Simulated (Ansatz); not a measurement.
## Pb: all-electron results

```
CELL_PARAMETERS angstrom
0.00000 3.43900 3.43900
3.43900 0.00000 3.43900
3.43900 3.43900 0.00000
ATOMIC_POSITIONS crystal
Pb 0.00000 0.00000 0.00000
Pb 0.25000 0.25000 0.25000
```

Atoms are numbered in the order listed.

The cell is the one relaxed in the Materials Project (mp-1247117), not relaxed further here; entries there can be hypothetical.

Spin–orbit coupling is left out, though it moves levels of the heavy atoms by tenths of an eV or more.

Computed with Ansatz 0.2.0, DFT, LDA, all-electron LAPW, scalar-relativistic.

The runs use a Γ-centred 8×8×8 k mesh, Fermi–Dirac smearing of 0.05 eV, basis error target 0.25 meV/atom, no spin polarisation.

- Pressure at this cell: -0.74 GPa
- Band gap: none: bands cross the Fermi level, a metal
- Density of states at the Fermi level (0.2 eV bin): 0.50 states/eV per cell
- Volume per atom: 40.67 Å³
